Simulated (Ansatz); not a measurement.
AgRh:
```
AgRh
1.0
    2.73216     0.00000     0.00000
    0.00000     2.73216     0.00000
    0.00000     0.00000     4.24406
Rh Ag
1 1
Direct
  0.00000   0.00000   0.00000
  0.50000   0.50000   0.50000
```

Relaxed with PBE. Special points in fractions of this cell's reciprocal vectors: Γ (0.000, 0.000, 0.000); X (0.000, 0.500, 0.000); M (0.500, 0.500, 0.000); Z (0.000, 0.000, 0.500); R (0.000, 0.500, 0.500); A (0.500, 0.500, 0.500).

### Question
List the band energies nearest the Fermi level at these points for DFT-PBE with spin–orbit coupling in the program Ansatz with PAW potentials.

### Answer
In eV from the Fermi level; about four levels below and three above (degenerate sets whole), none deeper than 8.9 eV; points with the same levels are listed once.

```
k                    below                  above
-  -----------------------  ---------------------
Γ  -2.85 -2.85 -2.14 -2.14    0.05 0.05 0.19 0.19
X  -1.05 -1.05 -0.14 -0.14    0.75 0.75 3.06 3.06
M  -0.64 -0.64 -0.58 -0.58    0.17 0.17 1.57 1.57
Z  -0.54 -0.54 -0.41 -0.41  0.46 0.46 15.11 15.11
R  -1.53 -1.53 -0.62 -0.62    0.10 0.10 0.23 0.23
A  -2.04 -2.04 -0.51 -0.51    1.56 1.56 7.49 7.49
```

Space group P4/mmm (L1₀ or tetragonal B2). The start of the workflow was typed in or built on a structure type; neither database checked (COD, Materials Project) lists it. Whether it is the stable phase at ambient conditions was not checked. The PBE relaxation kept the symmetry of its start; whether a distortion lowers the energy is not shown. The run is not spin-polarised. Its formation energy is positive at this level, so the cell may be metastable or incomplete.

Potentials: the earlier of the program's two PAW sets.
